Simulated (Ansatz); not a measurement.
Input file for Ansatz (a first-principles code):

Ansatz 0.2 input:
```yaml
crystal:
  lattice:
    - [2.6655275076, 0.0, 0.0]
    - [0.0, 2.6655275076, 0.0]
    - [0.0, 0.0, 5.4068819426]
  atoms:
    - { symbol: Ga, position: [0.0, 0.0, 0.5] }
    - { symbol: As, position: [0.0, 0.0, 0.0] }
kpoints:
  mp_grid: { grid: [32, 32, 16] }
hamiltonian:
  xc: pbesol
  pseudopotentials: { azcp: { folder: ./paw }, kind: paw }
scf:
  occupations: { method: fermi_dirac, width: 0.1 }
elastic: { mode: relaxed_ion, stencil: two_point, amplitude: 0.005, f_tol: 0.0005 }
```

Output (shortened):

```
Pseudopotential: Ga, paw, valence charge 13
Pseudopotential: As, paw, valence charge 15
Functional definition: PBEsol
Crystal: 2 atoms, lattice volume = 38.416 Å³
Basis set: ecut = 420 eV, 743 PW (Γ), exchange–correlation on 36×36×80 points (8 copies of the dense FFT grid, shifted against one another)
Bands: 18, of which v1, the nominal top of the filled ones, is band 14 counted from 1 (13 counted from 0)
Symmetry: 16 space group operations
Space group: P4/mmm (ITA 123), of the structure as read, at distance tolerance 3.4e-5 Å
k-points: 1377 of 16384
the search or the solves at the SCF's close seem to have found levels that the self-consistency loop had missed (the run counts 3) …
SCF 1 converged in 11 iterations: F = -8556.143978 eV  dr2 = 3.48e-14
Crystal: 2 atoms, lattice volume = 38.224 Å³
Symmetry: 8 space group operations
k-points: 2601 of 16384
SCF 2 converged in 8 iterations: F = -8556.142912 eV  dr2 = 3.71e-14
Crystal: 2 atoms, lattice volume = 38.608 Å³
Basis set: ecut = 420 eV, 747 PW (Γ), exchange–correlation on 36×36×80 points (8 copies of the dense FFT grid, shifted against one another)
SCF 3 converged in 7 iterations: F = -8556.143972 eV  dr2 = 9.53e-15
Crystal: 2 atoms, lattice volume = 38.224 Å³
Basis set: ecut = 420 eV, 741 PW (Γ), exchange–correlation on 36×36×80 points (8 copies of the dense FFT grid, shifted against one another)
SCF 4 converged in 8 iterations: F = -8556.145177 eV  dr2 = 5.02e-14
Crystal: 2 atoms, lattice volume = 38.608 Å³
Basis set: ecut = 420 eV, 751 PW (Γ), exchange–correlation on 36×36×80 points (8 copies of the dense FFT grid, shifted against one another)
SCF 5 converged in 7 iterations: F = -8556.141862 eV  dr2 = 1.27e-14
Crystal: 2 atoms, lattice volume = 38.416 Å³
Basis set: ecut = 420 eV, 745 PW (Γ), exchange–correlation on 36×36×80 points (8 copies of the dense FFT grid, shifted against one another)
Symmetry: 4 space group operations
k-points: 4386 of 16384
SCF 6 converged in 7 iterations: F = -8556.143927 eV  dr2 = 9.16e-15
Crystal: 2 atoms, lattice volume = 38.416 Å³
SCF 7 converged in 6 iterations: F = -8556.143927 eV  dr2 = 9.43e-15
Crystal: 2 atoms, lattice volume = 38.416 Å³
k-points: 2457 of 16384
SCF 8 converged in 8 iterations: F = -8556.143959 eV  dr2 = 3.30e-15
Crystal: 2 atoms, lattice volume = 38.416 Å³
SCF 9 converged in 6 iterations: F = -8556.143959 eV  dr2 = 4.66e-14
SCF converged after 11 iterations
Free energy (F): -8556.143978 eV
Harris-Foulkes:  -8556.143978 eV  (|F-HF|=0.00e0)
Internal energy: -8556.116803 eV  (E = F + TS)
E sigma→0 (E₀):  -8556.130391 eV
Entropy (-TS):   -0.027176 eV (-13.588 meV/atom)
Fermi energy:    10.217011 eV
--- Per-component energies (eV) ---
  E_band       = -264.103364
  E_kinetic    = 208.648084
  E_local      = -3124.203514  (includes V_loc(G=0)·N_el)
  E_nonlocal   = -487.033134
  E_hartree    = 1890.194737
  E_xc         = -133.423270
  E_vxc        = -130.420097  (∫ρ·V_xc dr)
  E_paw        = -3918.301260  (= ΣΔE_a)
  E_vpaw       = -511.483943  (= ΣTr[D̂ρ^β])
  E_aug_tail   = -0.000233  (compensation charges beyond the density's cutoff)
  E_ewald      = -2993.827622
  E_core_change = 1.829409  (= ΣΔE_core)
  E_smearing   = -0.027176  (= −TS)
  E_closure    = 0.000000  (closes the sum)
  Σ components = -8556.143978   (vs F -8556.143978, Δ=0.00e0)
--- Forces (eV/Å), atoms counted from 1 ---
  atom   1  Ga     0.00000000     0.00000000     0.00000000
  atom   2  As     0.00000000     0.00000000     0.00000000
  max |Σ_I F_I| component: 0.0 eV/Å
--- Stress (GPa, compression-positive) ---
        0.435563       0.000000       0.000000
        0.000000       0.435563       0.000000
        0.000000       0.000000      -1.390195
  P = ⅓ Tr σ = -0.1730 GPa (-1.730 kbar)
--- Band table (eV; the first three rows and the last of 1377) ---
  k-point 0: bands = ["-25.7215", "-25.6147", "-25.6021", "-25.5748", "-25.5748", "-4.9321", "-4.8491", "-4.4385", "-4.4385", "-4.3538", "-3.8130", "2.0274", "4.3430", "15.5942", "15.5942", "16.6862", "19.9090", "20.3419"]
  k-point 1: bands = ["-25.7215", "-25.6147", "-25.6021", "-25.5748", "-25.5748", "-4.9321", "-4.8456", "-4.4385", "-4.4385", "-4.3538", "-3.8090", "1.9052", "4.5163", "15.6000", "15.6000", "16.3564", "19.9160", "20.6021"]
  k-point 2: bands = ["-25.7215", "-25.6147", "-25.6021", "-25.5748", "-25.5748", "-4.9321", "-4.8356", "-4.4386", "-4.4386", "-4.3538", "-3.7971", "1.6184", "4.9571", "15.5860", "15.6166", "15.6166", "19.9363", "21.0878"]
  k-point 1376: bands = ["-25.6712", "-25.6058", "-25.6058", "-25.5569", "-25.5543", "-4.7859", "-4.6266", "-4.6266", "-4.4623", "-4.2040", "3.3904", "7.0007", "7.0007", "8.8180", "10.6113", "10.6113", "13.8217", "15.5312"]
--- Elastic constants: 4 strain directions × 2 members + reference (group order 16) ---
  dense FFT box of the reference and of every strained cell: 18×18×40
  strains applied: 11, 33, 23, 12; error gains …
  C = ∂σ_k/∂η_j (tension-positive GPa; Voigt order 11 22 33 23 13 12):
       179.034     33.476     20.318      0.000      0.000      0.000
        33.476    179.034     20.318      0.000      0.000      0.000
        18.522     18.522    153.399      0.000      0.000      0.000
         0.000      0.000      0.000     17.529      0.000      0.000
         0.000      0.000      0.000      0.000     17.529      0.000
         0.000      0.000      0.000      0.000      0.000      6.358
  reference stress σ⁰ (GPa):     -0.436     -0.436      1.390      0.000      0.000      0.000
  moduli (Voigt/Reuss/Hill, GPa): K = 72.90/72.11/72.50   G = 37.56/16.73/27.15   E = 72.40   ν = 0.334
  mechanically stable: yes (min eigenvalue of sym C = 6.36 GPa)
  strain η (Voigt 11):  stress-route row diagonal C_11 = 179.03 GPa, energy-path curvature d²(F+E_count+ΔE)/dδ²/Ω₀ = 179.06 GPa
         δ    σ_11 (GPa)             F (eV)   n_scf  n_hpsi   n_pw
    -5.000e-3      -1.3495       -8556.1429121       8  894983    776   relax 0 steps, max|allowed force component| 0.0 eV/Å
     5.000e-3       0.4408       -8556.1439719       7  919240    780   relax 0 steps, max|allowed force component| 0.0 eV/Å
  strain η (Voigt 33):  stress-route row diagonal C_33 = 153.40 GPa, energy-path curvature d²(F+E_count+ΔE)/dδ²/Ω₀ = 153.40 GPa
         δ    σ_33 (GPa)             F (eV)   n_scf  n_hpsi   n_pw
    -5.000e-3       0.6006       -8556.1451766       8  480794    776   relax 0 steps, max|allowed force component| 0.0 eV/Å
     5.000e-3       2.1346       -8556.1418620       7  407315    778   relax 0 steps, max|allowed force component| 0.0 eV/Å
  strain η (Voigt 23):  stress-route row diagonal C_44 = 17.53 GPa, energy-path curvature d²(F+E_count+ΔE)/dδ²/Ω₀ = 17.30 GPa
         δ    σ_23 (GPa)             F (eV)   n_scf  n_hpsi   n_pw
    -5.000e-3      -0.0876       -8556.1439269       7  1336505    776   relax 0 steps, max|allowed force component| 0.00e0 eV/Å
     5.000e-3       0.0876       -8556.1439269       6  1141815    776   relax 0 steps, max|allowed force component| 0.00e0 eV/Å
  strain η (Voigt 12):  stress-route row diagonal C_66 = 6.36 GPa, energy-path curvature d²(F+E_count+ΔE)/dδ²/Ω₀ = 6.60 GPa
         δ    σ_12 (GPa)             F (eV)   n_scf  n_hpsi   n_pw
    -5.000e-3      -0.0318       -8556.1439588       8  919822    776   relax 0 steps, max|allowed force component| 0.0 eV/Å
     5.000e-3       0.0318       -8556.1439588       6  759955    776   relax 0 steps, max|allowed force component| 0.0 eV/Å
```

Cost: around 8 core-minutes (rough) on shared cores.

The first step of the workflow began from a Materials Project structure, measured or hypothetical; the Crystallography Open Database copy checked does not list it. It is not the phase usual at ambient conditions (space group No. 216). Symmetry was held in the PBEsol relaxation; whether a distortion lowers the energy is not shown. As this level gives no gap, shear constants depend on the k-mesh and smearing (Fermi–Dirac, 0.1 eV here). On the denser mesh and wider smearing of the elastic run this cell carries a stress of 1.4 GPa. Spin–orbit coupling is left out wherever it is not named.

Potentials: the earlier of the program's two PAW sets.

Ansatz is a plane-wave DFT program.
